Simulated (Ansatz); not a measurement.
This cell of Cu₃Au (Cu3Au type) is off equilibrium:

```
CELL_PARAMETERS angstrom
      3.67688     0.00000     0.00000
      0.00000     3.67688     0.00000
      0.00000     0.00000     3.67688
ATOMIC_POSITIONS crystal
  Cu 0.00000 0.50000 0.50000
  Cu 0.50000 0.50000 0.00000
  Cu 0.50000 0.00000 0.50000
  Au 0.00000 0.00000 0.00000
```

Calculation: PBE (plane waves to 420 eV, PAW, scalar-relativistic; Ansatz, a program for electronic structure). k mesh 12×12×12 (Γ-centred), Fermi-Dirac smearing 0.05 eV. The energy includes the smearing's −TS. Compression counts positive. Cu3Au is run without spin polarisation. Cu3Au was relaxed with its symmetry unable to fall. Spin-orbit coupling is left out, though Au is heavy.

Question: Give the stress tensor in GPa and the pressure.

Answer: 
```
   14.7      0.0      0.0
    0.0     14.7      0.0
    0.0      0.0     14.7
```
The pressure, a third of the trace, is 14.7 GPa.

Question: It is the relaxed cell scaled evenly to V/V₀ = 0.920, atoms relaxed where free. What is its energy relative to the relaxed cell?

Answer: 46 meV/atom.

(A scan under strain: stresses follow from slopes of the energy per volume, elastic moduli from its curvatures.)
